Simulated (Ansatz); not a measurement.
Al:
```
Al
1.0
   -1.60657     1.60657     1.60657
    1.60657    -1.60657     1.60657
    1.60657     1.60657    -1.60657
Al
1
Direct
  0.00000   0.00000   0.00000
```

Relaxed with PBEsol. Special points in fractions of this cell's reciprocal vectors: Γ (0.000, 0.000, 0.000); H (0.500, -0.500, 0.500); N (0.000, 0.000, 0.500); P (0.250, 0.250, 0.250).

**Question.** List the band energies nearest the Fermi level at these points for plane-wave PAW PBEsol (Ansatz code).

**Answer.** In eV from the Fermi level; about four levels below and three above (degenerate sets whole), none deeper than 8.9 eV; … stands for higher levels left out; points with the same levels are listed once.

```tsv
k	below	above
Γ	–	13.10 13.10 13.10
H	–	1.85 1.85 1.85
N	-4.30 -3.86	8.10 8.19 …
P	-0.98 -0.98 -0.98	0.36 …
```

Space group Im-3m (bcc (W type)). The first step of the workflow began from a Materials Project structure, measured or hypothetical; the Crystallography Open Database copy checked does not list it. It is not the phase usual at ambient conditions (space group No. 225). Symmetry was held in the PBEsol relaxation. At this level the phase is dynamically unstable (imaginary phonons).

Potentials: the earlier of the program's two PAW sets.
